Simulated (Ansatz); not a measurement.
Values for one crystal, relaxed and computed with r²SCAN (plane waves, PAW; program Ansatz); other levels are named.

```yaml
volume_per_atom: 12.59 Å³
electronic_character: metallic (no gap)
Young's modulus: 144 GPa
Elastic constants (relaxed ions, GPa): C11 = 171, C12 = 107, C44 = 79.0
Pressure derivative B′: 4.7
mechanical_stability: stable (all eigenvalues of C positive)
Formation energy from the elements (no fitted shifts): 0.18 eV/atom
```

Question: Which compound is it?
(A) PmMg, CsCl type
(B) BeAg, CsCl type
(C) HfOs, CsCl type
(D) LaZn, CsCl type

Answer: B, BeAg, CsCl type

Space group Pm-3m (CsCl type). The start of the workflow was typed in or built on a structure type; neither database checked (COD, Materials Project) lists it. Whether it is the stable phase at ambient conditions was not checked. The r²SCAN relaxation kept the symmetry of its start; whether a distortion lowers the energy is not shown. The run is not spin-polarised. Its formation energy is positive at this level, so the cell may be metastable or incomplete. As this level gives no gap, shear constants depend on the k-mesh and smearing (Fermi–Dirac, 0.1 eV here). The references are the lowest solids computed at this level, not always the standard phases. Spin–orbit coupling is left out wherever it is not named.

Potentials: the later of the program's two PAW sets.
